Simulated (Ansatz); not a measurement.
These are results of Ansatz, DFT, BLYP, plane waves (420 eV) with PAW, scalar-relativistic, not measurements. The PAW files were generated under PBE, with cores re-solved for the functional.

An element in the diamond structure gives this curve. The cell is scaled uniformly from the relaxed one, with fractional coordinates and shape fixed. Energies are extrapolated to zero smearing, pressures are those at the given smearing. Magnetic state: ferromagnetic.

```tsv
V (Å³/atom)	E − E₀ (meV/atom)	P (GPa)	sphere moment (μB)
15.081	88.6	14.69	1.58
15.766	36.7	9.05	1.67
16.452	8.4	4.09	1.71
17.137	-0.1	0.03	1.74
17.823	7.0	-3.17	1.76
18.508	26.2	-5.69	1.79
19.194	55.0	-7.68	1.81
```

Problem. Which element is it?
A. cobalt
B. vanadium
C. chromium
D. copper

Solution. A. Its fit is V₀ = 17.15 Å³/atom, B₀ = 89 GPa, B₀′ = 4.7.
